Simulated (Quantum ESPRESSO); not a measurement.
## Ag2Al2Os2W2 in 6 site orders

These are calculations, not measurements. They come from Quantum ESPRESSO 7.5, a public plane-wave density functional program. Each row is one single-point run on a made-up periodic cell of eight metal atoms, with elements, volume, strain and displacements drawn at random and not relaxed, so a cell may be unstable or far from any real phase. There is no spin polarisation or spin-orbit coupling.

Settings: PBE unless stated; PseudoDojo standard norm-conserving files; Fermi-Dirac width 0.25 eV, which means electrons at about 2900 K; cutoff 1116 eV; 5 x 5 x 4 k mesh shifted half a step off Gamma. E is the free energy of the whole cell (internal energy minus TS), so a -TS column is already part of it. Stress is positive in tension, and the pressure P is minus a third of its trace.

Checks: one run of this series was repeated at a higher cutoff and on a denser mesh, which moved values by no more than 0.002 eV, 0.09 GPa and 0.016 eV/Å, and a second program with other atomic files agreed on it to 2 % rms in force and 0.5 GPa in pressure. Known limits: heavy elements are run without spin-orbit coupling, which real alloys of them have; a spin test at this wide smearing found no moment, but such smearing suppresses magnetism that the real alloy may have.

The lattice is hexagonal close-packed, and the cell vectors in Å are (4.224, -2.439, 0.000); (-2.816, 0.000, -4.693); (2.816, 4.878, 0.000), a volume of 128.92 Å³. The runs put one composition on the same eight displaced sites in different orders. E is counted from run 1, and the rms force is over all 24 components. Nothing is relaxed, so E mixes bonding between neighbours with strain on unrelaxed sites, and it is not an ordering energy.

```
run,elements on sites 1 to 8,E (eV),-TS (eV),rms force (eV/Å),largest force (eV/Å),P (GPa)
1,W W Os Al Ag Ag Os Al,0.000,-1.187,1.101,3.64,-3.04
2,Ag Al W Os W Ag Al Os,-0.055,-1.282,1.095,3.20,-2.20
3,Os Ag Os Ag Al W W Al,-0.314,-1.138,0.980,2.93,-4.45
4,W Os Ag Ag Os W Al Al,0.035,-1.282,1.175,3.52,?
5,Os Os Ag Ag W Al Al W,0.047,-1.254,1.119,3.42,-1.77
6,Os Al W W Ag Ag Os Al,-0.100,-1.205,1.167,2.94,-2.79
```

## Worked fit

A straight line through the runs shown gives P = -2.30 + 6.54 E GPa with E in eV, an error of 1.90 on the slope and a scatter of 0.53 GPa. At this fixed volume the orders of higher energy tend to have the higher pressure.

## Withheld value

Question: what pressure should run 4 give?

The fit gives -2.07 ± 0.62 GPa. The calculation gave -0.43 GPa. This run lies off the fit by more than twice that error, so something that the fit leaves out matters here.
